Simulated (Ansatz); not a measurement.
**What a change of settings does: La$_{3}$Bi (L12 type)**

First run: DFT, PBEsol, PAW with Ansatz's default frozen-core files, scalar-relativistic (Ansatz 0.2.0).

Command: `ansatz run input.yaml --threads 1 --pin off --max-ram 3072MiB --backend cpu --events-out ev --progress --plain --runs-dir out` It took 21 s on 1 thread of AMD EPYC 7R32 (Zen 2), on a shared host, peak memory 0.47 GiB.

```yaml
crystal:
  lattice:
    - [4.976244072, 0.0, 0.0]
    - [0.0, 4.976244072, 0.0]
    - [0.0, 0.0, 4.976244072]
  atoms:
    - { symbol: Bi, position: [0.0, 0.0, 0.0] }
    - { symbol: La, position: [0.0, 0.5, 0.5] }
    - { symbol: La, position: [0.5, 0.0, 0.5] }
    - { symbol: La, position: [0.5, 0.5, 0.0] }
kpoints:
  mp_grid: { grid: [7, 7, 7] }
scf:
  occupations: { method: fermi_dirac, width: 0.05 }
hamiltonian:
  xc: pbesol
  pseudopotentials: { kind: paw }
output:
  forces: true
  stress: true
  eigenvalues: true
  populations: true
  bader: true
  dos: { projected: true, de: 0.2, e_range: [-14, 8] }
  write_density: true
  write_potential: true
  elf: true
  volumetric_format: npy
```

The cell comes from a relaxation on PAW files under the same functional, begun from a prototype that needn't be the stable phase.

It converges in 7 SCF iterations at a pressure of -0.04 GPa, cutoff 420 eV.

The input is then changed:

```diff
   atoms:
-    - { symbol: Bi, position: [0.0, 0.0, 0.0] }
-    - { symbol: La, position: [0.0, 0.5, 0.5] }
-    - { symbol: La, position: [0.5, 0.0, 0.5] }
-    - { symbol: La, position: [0.5, 0.5, 0.0] }
+    - { symbol: Bi, position: [0.0, 0.0, 0.0], spin: 1.0 }
+    - { symbol: La, position: [0.0, 0.5, 0.5], spin: 3.0 }
+    - { symbol: La, position: [0.5, 0.0, 0.5], spin: 3.0 }
+    - { symbol: La, position: [0.5, 0.5, 0.0], spin: 1.0 }
 kpoints:
   occupations: { method: fermi_dirac, width: 0.05 }
+  convergence: { dr2_threshold: 1.0e-11 }
+  initial_density: { chi_scale: 0.1 }
 hamiltonian:
   populations: true
-  bader: true
-  dos: { projected: true, de: 0.2, e_range: [-14, 8] }
-  write_density: true
-  write_potential: true
-  elf: true
-  volumetric_format: npy
+magnetization:
+  spin_polarized: true
```

Task: What does the second run give?

Result: It converges in 12 SCF iterations at a pressure of -0.04 GPa, cell moment 0.00 μB, cutoff 420 eV.
